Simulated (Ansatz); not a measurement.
**ZnPt (P4/mmm): electronic heat capacity and spin susceptibility from the density of states**

Method: DFT r2SCAN, scalar-relativistic, plane waves, PAW (Ansatz).

Settings: cutoff 500 eV, Γ-centred mesh 14×14×12 on the computed 2-atom cell, Gaussian smearing of 0.10 eV; no spin polarisation.

Relaxed cell: P4/mmm, a = 2.855 Å, b = 2.855 Å, c = 3.471 Å, α = 90.00°, β = 90.00°, γ = 90.00°, 2 atoms in the primitive cell. Whether it is the stable form of this composition wasn't checked.

The density of states at the Fermi level is 0.414 states/eV in the cell of 2 atoms (1 formula unit; both spins, tetrahedra on a 21×21×18 mesh).

**Question.** What Sommerfeld coefficient and Pauli susceptibility does this give?

**Answer.** Per formula unit N(E_F) = 0.414 states/eV. γ = (π²/3) k_B² N(E_F) N_A = 2.357 mJ/(mol K²) per state/eV, so γ = 1.0 mJ/(mol K²), a mole of formula units. χ_P = μ_B² N(E_F) N_A = 3.23×10⁻⁵ emu/mol per state/eV gives 1.3×10⁻⁵ emu/mol. This is the bare band result: a measured γ of the same phase is as a rule larger by a factor 1 + λ from phonons and spin fluctuations, the spin part of χ is larger by the Stoner factor, and a measured χ also holds orbital and core terms. N(E_F) at one energy is sensitive to the mesh where the density of states has sharp peaks.

Spin-orbit coupling is left out, which matters for the bands of heavy elements.

Cost: 1 run of about 1.1 core-minutes, on Arm Neoverse V1 (shared hosts).